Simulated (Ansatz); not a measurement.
Sheets of one type (V2Se2O-type), the program Ansatz at the r²SCAN+D4 level (PAW); HSE06 gaps on those cells.

```
layer     a (Å)  thickness (Å)
--------  -----  -------------
Nb2OSSe   4.105           3.37
Nb2OSTe   4.130           3.59
Nb2OSeTe      …              …
V2OSeTe   3.929           3.66
```

Q: Some entries are withheld; supply them.

A: 
- Nb2OSeTe, a (Å): 4.140
- Nb2OSeTe, thickness (Å): 3.79

Spin orders computed, not proven ground states: Nb2OSSe, V2Se2O-type layer antiferromagnetic; Nb2OSTe, V2Se2O-type layer antiferromagnetic; Nb2OSeTe, V2Se2O-type layer antiferromagnetic; V2OSeTe, V2Se2O-type layer antiferromagnetic. All cells were relaxed under the symmetry of their starts (and spin orders); stability against distortions was not tested throughout. No Hubbard U is applied. Spin–orbit coupling is left out wherever it is not named. Constructed layers (a layer type filled with these elements): Nb2OSSe, V2Se2O-type layer; Nb2OSTe, V2Se2O-type layer; Nb2OSeTe, V2Se2O-type layer; V2OSeTe, V2Se2O-type layer.

Potentials: the later of the program's two PAW sets.
